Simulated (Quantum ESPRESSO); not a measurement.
Al2OsInLi3Pd, one composition in several site orders

A calculation, not a measurement. The program is pw.x of Quantum ESPRESSO 7.5 (plane-wave density functional theory). The cell is made up: eight metal atoms on a hexagonal close-packed lattice, with elements, volume, strain and displacements drawn at random and not relaxed, so it may be unstable or far from any real phase. PseudoDojo standard norm-conserving files set the functional (PBE unless stated); there is no spin polarisation or spin-orbit coupling, the Fermi-Dirac width of 0.25 eV means electrons at about 2900 K, and the masses in the input are unused placeholders. Heavy elements are run without spin-orbit coupling, which real alloys of them have. A spin test at this wide smearing found no moment, but such smearing suppresses magnetism that the real alloy may have.

The runs put one composition on the sites in different orders. Cell, positions, cutoff, mesh and smearing stay as in the input of run 1; sites are counted in its order. Stress in the tables is positive in tension.

Input of run 1:

```
&control calculation='scf', pseudo_dir='./dojo.nc.sr.pbe.v0_5.standard.upf', outdir='./o', disk_io='medium', tprnfor=.true., tstress=.true. /
&system ibrav=0, nat=8, ntyp=5, nbnd=41, ecutwfc=82.02448710, nosym=.true., tot_charge=0,
 occupations='smearing', smearing='fd', degauss=0.0183746611
/
&electrons conv_thr=1.470e-08, electron_maxstep=70, mixing_beta=0.5 /
ATOMIC_SPECIES
Al 1.0 Al.upf
In 1.0 In.upf
Li 1.0 Li.upf
Os 1.0 Os.upf
Pd 1.0 Pd.upf
CELL_PARAMETERS angstrom
-2.9114 -0.0411 0.0161
0.0967 5.2452 -4.6534
-0.0458 -5.1662 -4.567
ATOMIC_POSITIONS angstrom
Al -0.0328 0.0435 -0.1319
Al 0.0583 1.7962 -2.2914
Os 0.0679 -0.0016 -4.5999
In 0.0953 1.783 -6.9505
Li -1.5375 -0.8837 -2.3018
Li -1.4844 -2.6074 -4.5415
Li -1.5174 -0.7413 -6.8536
Pd -1.3128 2.5918 -4.5503
K_POINTS automatic
9 4 4 1 1 1
```

```
run  elements on sites 1 to 8  free energy less that of run 1 (eV)  -TS (eV)  pressure (GPa)  stress xx (GPa)  stress yy (GPa)  stress zz (GPa)  stress yz (GPa)  stress xz (GPa)  stress xy (GPa)  iterations
  1   Al Al Os In Li Li Li Pd                                0.000    -0.867           -7.70             8.27             8.45             6.39            -0.72            -0.18             1.13          17
  2   Os Pd Al Al In Li Li Li                                0.675    -0.954           -4.40             4.97             5.39             2.85             1.53             0.00             0.90          16
  3   Li Pd Os Li Al In Al Li                               -0.761    -0.856           -6.50             7.24             6.63             5.63            -0.46            -0.25             0.77          16
  4   Pd Li Os Li Al Li In Al                               -0.987    -0.851           -7.75             5.94            10.10             7.21            -1.19             0.13             0.76          16
  5   Al Li Li Os Al In Pd Li                                0.079    -0.891           -5.77             5.51             7.48             4.32            -0.56            -0.08             1.12          16
  6   Li Pd Al In Al Li Li Os                               -0.005    -0.864           -6.54             6.43             8.89             4.28            -1.29            -0.30             0.58          16
```

Forces Fx Fy Fz (eV/Å):

```
site              run 1              run 2              run 3              run 4             run 5              run 6
   1   -0.01 -0.77 0.23    -0.08 0.88 1.42   -0.05 -0.05 0.21  -0.05 -0.57 -0.27   0.02 -0.54 1.63   -0.05 -0.38 0.14
   2  -0.02 -0.40 -1.38  -0.02 -0.30 -0.18   0.01 -0.17 -0.26   0.02 -0.42 -0.08  -0.02 0.12 -0.04   0.19 -0.66 -0.78
   3    -0.15 0.96 0.41   -0.20 0.79 -0.28  -0.16 -0.16 -0.11    -0.31 0.91 1.39  -0.18 0.18 -0.48    -0.23 1.12 0.59
   4   -0.07 -0.14 0.81  -0.08 -1.12 -0.68   -0.05 -0.14 0.45    -0.06 0.06 0.21  -0.18 0.03 -0.01    -0.08 0.05 0.39
   5    0.16 0.06 -0.29     0.27 0.19 0.56    0.08 1.14 -0.91    0.12 0.81 -0.35   0.16 -0.87 0.46     0.18 0.64 0.74
   6    0.04 0.51 -0.23   0.03 -0.40 -0.50    0.07 0.05 -0.39    0.05 0.07 -0.01   0.05 0.48 -0.65    0.03 0.17 -0.55
   7    0.20 -0.43 0.01   0.18 -0.34 -0.58    0.17 -0.29 0.89   0.32 -0.09 -0.44   0.24 0.34 -0.45   0.18 -0.77 -0.32
   8    -0.14 0.22 0.45    -0.10 0.31 0.22   -0.07 -0.39 0.13  -0.10 -0.76 -0.45  -0.08 0.26 -0.47  -0.23 -0.16 -0.21
```

The sites are displaced and not relaxed, so the energy differences mix bonding between neighbours with strain and are not ordering energies. A rerun of one cell of this series at a higher cutoff and on a denser mesh moved values by no more than 0.004 eV in energy, 0.07 GPa in stress and 0.006 eV/Å in force, and a second program with other atomic files agreed on that cell to 2 % rms in force and 0.5 GPa in pressure.